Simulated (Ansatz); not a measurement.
Structure types of Be compared at 290 GPa

Structure types of Be are relaxed in primitive cells with their symmetry kept at 290 GPa, first on PAW files, then by LAPW. The enthalpy is E + pV at zero temperature, without zero-point motion. Only the types listed were tried, and differences under about 5 meV/atom are mesh noise.

Level of theory: DFT with PBEsol, scalar-relativistic, in Ansatz 0.2.0; Fermi–Dirac smearing of 0.05 eV, no spin polarisation. LAPW: all electrons, basis error target 0.5 meV/atom; PAW: frozen-core files, cutoff 420 eV.

k meshes: fcc 26×26×26, bcc 27×27×27, hcp 25×25×13, beta tin 26×26×26, sc 24×24×24, simple hexagonal 26×26×24.

The PAW files were made under PBE.

| start type | ends as | a, b, c (Å) | V (Å³/atom) | H − H(lowest), LAPW (meV/atom) |
| --- | --- | --- | --- | --- |
| fcc | fcc, Fm-3m | 2.477, 2.477, 2.477 | 3.80 | ? |
| bcc | bcc, Im-3m | 1.964, 1.964, 1.964 | 3.79 | 19.9 |
| hcp | hcp, P6_3/mmc | 1.761, 1.761, 2.844 | 3.82 | 0.0 |
| beta tin | beta tin, I4_1/amd | 3.062, 3.062, 1.682 | 3.94 | 1386.7 |
| sc | sc, Pm-3m | 1.598, 1.598, 1.598 | 4.08 | ? |
| simple hexagonal | simple hexagonal, P6/mmm | 1.696, 1.696, 1.581 | 3.94 | 1321.5 |

**Question.** Give the missing entry: row "sc", column "H − H(lowest), LAPW (meV/atom)".

**Answer.** 2291.0.

**Question.** Give the missing entry: row "fcc", column "H − H(lowest), LAPW (meV/atom)".

**Answer.** 33.1.

**Question.** Split the lead of hcp over bcc into energy and pV.

**Answer.** For bcc less hcp: ΔE = +72.5 meV/atom, and p·ΔV = 290 GPa × -0.0291 Å³ × 6.242 meV/(GPa·Å³) = -52.7 meV/atom, together 19.8 meV/atom. hcp wins by its internal energy, though it is the less dense.

**Question.** Would bcc gain on hcp at higher pressure?

**Answer.** Yes: dH/dp = V, and its volume is smaller by 0.03 Å³/atom. Held constant, that would close the gap after about 110 GPa more, a rough figure, since the volume difference changes with pressure.
